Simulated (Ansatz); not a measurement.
All numbers below come from DFT PBE, scalar-relativistic, plane waves, PAW (Ansatz). All cells share a 420 eV cutoff and Γ-centred k meshes spaced at most about 0.3 Å⁻¹ (about 0.25 or finer for metals, 2π included). No spin polarisation in the final relaxations.

All energies are static (0 K, no zero-point motion). All come from trial cells, and lower structures may exist.

Question: Which of these relaxed structures of Be₂P is the lowest in energy?
A.

Space group R3m:H (No. 160). a = 3.433 Å, b = 3.433 Å, c = 22.240 Å, α = 90.00°, β = 90.00°, γ = 120.00°
```csv
atom,site,symmetry,x,y,z
Be,3a,3m,0.0000,0.0000,0.1395
Be,3a,3m,0.6667,0.3333,0.2865
Be,3a,3m,0.6667,0.3333,0.1940
Be,3a,3m,0.0000,0.0000,0.0479
P,3a,3m,0.6667,0.3333,0.0947
P,3a,3m,0.3333,0.6667,0.2402
```

B.

Space group P-6m2 (No. 187). a = 3.402 Å, b = 3.402 Å, c = 4.221 Å, α = 90.00°, β = 90.00°, γ = 120.00°
```
atom  site  symmetry       x       y       z
  Be    2i       3m. 0.6667  0.3333  0.7654
   P    1a      -6m2  0.0000  0.0000  0.0000
```

Answer: A. It has space group R3m (No. 160); the next, B, with space group P-6m2 (No. 187), lies 156 meV/atom higher. Counting P atoms around Be (those within 1.25 times the shortest such distance or 1.15 times the sum of covalent radii; a slash parts the counts of unlike sites), the lowest has Be 3/4 and the next has Be 3. Even the lowest lies +0.08 eV/atom against the elements.

In P-6m2 an odd number of electrons in the primitive cell allows no gap without spin; a larger cell or a magnetic state could open one. A magnetic state wasn't ruled out in cells without spin, among them P-6m2. Cells relaxed within their symmetry can be saddle points. The R3m cell of Be2P came from shaking the P-6m2 one. Some types were kept out of the candidates beforehand, so the set may lack a known form.
